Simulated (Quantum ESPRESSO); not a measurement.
pw.x input (Quantum ESPRESSO 7.5; LDA, PseudoDojo standard norm-conserving files, scalar-relativistic):

```
&CONTROL
  calculation = 'scf'
  pseudo_dir = './pseudo'
  outdir = './out'
  tprnfor = .true.
  tstress = .true.
/
&SYSTEM
  ibrav = 0
  nat = 7
  ntyp = 4
  ecutwfc = 84.0
  ecutrho = 336.0
  occupations = 'smearing'
  smearing = 'fd'
  degauss = 0.002
  nbnd = 39
/
&ELECTRONS
  conv_thr = 7.000000000000001e-10
/
ATOMIC_SPECIES
N 14.0070 N.upf
O 15.9990 O.upf
Zn 65.3800 Zn.upf
Ba 137.3270 Ba.upf
CELL_PARAMETERS angstrom
  4.149770000000   0.000000000000   0.000000000000
  0.000000000000   4.149770000000   0.000000000000
  0.000000000000   0.000000000000   9.292830000000
ATOMIC_POSITIONS crystal
N   0.500000000000   0.500000000000   0.800540000000
N   0.500000000000   0.500000000000   0.199460000000
O   0.000000000000   0.000000000000   0.500000000000
Zn   0.500000000000   0.500000000000   0.000000000000
Ba   0.000000000000   0.000000000000   0.217880000000
Ba   0.000000000000   0.000000000000   0.782120000000
Ba   0.500000000000   0.500000000000   0.500000000000
K_POINTS automatic
6 6 4 0 0 0
```

End of the output:

```

[...]
     the Fermi energy is     8.9361 ev
!    total energy              =    -661.19220120 Ry
     estimated scf accuracy    <          2.3E-10 Ry
     smearing contrib. (-TS)   =      -0.00000034 Ry
     internal energy E=F+TS    =    -661.19220087 Ry
     The total energy is F=E-TS. E is the sum of the following terms:
     one-electron contribution =    -466.37734042 Ry
     hartree contribution      =     258.88084149 Ry
     xc contribution           =    -103.85335179 Ry
     ewald contribution        =    -349.84235014 Ry
     convergence has been achieved in  14 iterations
     Forces acting on atoms (cartesian axes, Ry/au):
     atom    1 type  1   force =     0.00000000    0.00000000    0.01657608
     atom    2 type  1   force =     0.00000000    0.00000000   -0.01657608
     atom    3 type  2   force =     0.00000000    0.00000000    0.00000000
     atom    4 type  3   force =     0.00000000    0.00000000    0.00000000
     atom    5 type  4   force =     0.00000000    0.00000000    0.01099719
     atom    6 type  4   force =     0.00000000    0.00000000   -0.01099719
     atom    7 type  4   force =     0.00000000    0.00000000    0.00000000
     Total force =     0.028132     Total SCF correction =     0.000012
     Computing stress (Cartesian axis) and pressure
          total   stress  (Ry/bohr**3)                   (kbar)     P=      -62.55
  -0.00035943   0.00000000   0.00000000          -52.87        0.00        0.00
   0.00000000  -0.00035943   0.00000000            0.00      -52.87        0.00
   0.00000000   0.00000000  -0.00055685            0.00        0.00      -81.91
```
In a gapped system the printed Fermi energy is only some level inside the gap.

Geometry of the Materials Project entry, not relaxed at this level.
